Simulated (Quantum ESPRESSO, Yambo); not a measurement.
**G0W0 results for AgI monolayer**

```xyz
4
Lattice="4.3236 0.0000 0.0000 0.0000 4.3236 0.0000 0.0000 0.0000 16.7000" Properties=species:S:1:pos:R:3 pbc="T T T"
Ag     0.0000     2.1618     0.0000
Ag     2.1618     0.0000     0.0000
I      0.0000     0.0000     1.8609
I      2.1618     2.1618    -1.8609
```

The layer was cut from Materials Project entry mp-567809 and relaxed with PBEsol in a cell 16.7 Å high, with the Coulomb interaction truncated along z.

Starting point: PBEsol (pw.x of Quantum ESPRESSO, ONCV potentials, no spin-orbit coupling). G0W0 in Yambo: 4×4×1 Γ-centred k mesh, bands 9 to 166 and a 6 Ry block in the screening, 166 bands in G with the Bruneval-Gonze terminator, plasmon pole fitted at 27.2 eV, slab-truncated Coulomb interaction, stochastic integration of W near q = 0.

```
Quantity                                            Result
-------------------------------------------------  -------
PBEsol gap along the band path                     2.06 eV
PBEsol gap between the mesh's edge points (Γ → Γ)  2.07 eV
G0W0 gap between the same points                   4.04 eV
```

```
k point  band  E PBEsol (eV)  E QP (eV)  shift (eV)     Z
-------  ----  -------------  ---------  ----------  ----
Γ          VB           0.00      -1.02       -1.02  0.80
Γ          CB           2.07       3.02        0.95  0.82
X          VB          -0.31      -1.35       -1.03  0.79
X          CB           3.13       4.27        1.14  0.82
M          VB          -1.44      -2.56       -1.12  0.78
M          CB           4.03       5.27        1.24  0.82
```

Energies count from the PBEsol valence-band maximum.

Nearest settings tried, and what they do to the gap: 110 bands in G: +13 meV; 82 bands in W: +83 meV; 3 Ry block (205 vectors against 541): -52 meV. Not varied: mesh, cell height. So the settings aren't converged at that level.

Without spin-orbit coupling, band edges of such heavy elements can be off by tenths of an eV.

This is a model layer cut from the bulk structure; whether it is stable on its own was not checked.
